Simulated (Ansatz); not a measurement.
Static calculation, TiC

System: TiC (rock salt type), 2 atoms in the cell.

Ansatz input (lattice in Å, positions in fractions of it; a bare `kind: paw` takes the build's default datasets)
```yaml
crystal:
  lattice:
    - [0, 2.165, 2.165]
    - [2.165, 0, 2.165]
    - [2.165, 2.165, 0]
  atoms:
    - { symbol: Ti, position: [0, 0, 0] }
    - { symbol: C, position: [0.5, 0.5, 0.5] }
kpoints:
  mp_grid: { grid: [8, 8, 8] }
hamiltonian:
  xc: pbe
  pseudopotentials: { kind: paw }
scf:
  occupations: { method: fermi_dirac, width: 0.1 }
  convergence: { dr2_threshold: "1e-10 eV" }
  max_iter: 300
  n_bands: 24
output:
  forces: true
  stress: true
  eigenvalues: true
```

The calculation used PBE, plane waves, PAW datasets (generated soft set 1) (Ansatz 0.2.0 development build).

What the run gave

| Quantity | Value |
| --- | --- |
| Plane-wave cutoff used | 420 eV |
| Pressure | 0.49 GPa |
| Smearing term TS | 5.1 meV/atom |
| Gap on the mesh | none (metallic) |
| Valence electrons | 16 |
| Irreducible k-points | 29 |
| CPU time | of the order of 2 core-seconds on a shared host |

Stress tensor in GPa, compression positive:
```
0.49 0.00 0.00
0.00 0.49 0.00
0.00 0.00 0.49
```

The stress includes the program's correction for the finite plane-wave basis.

The k-mesh is modest, so these values aren't fully converged in k.
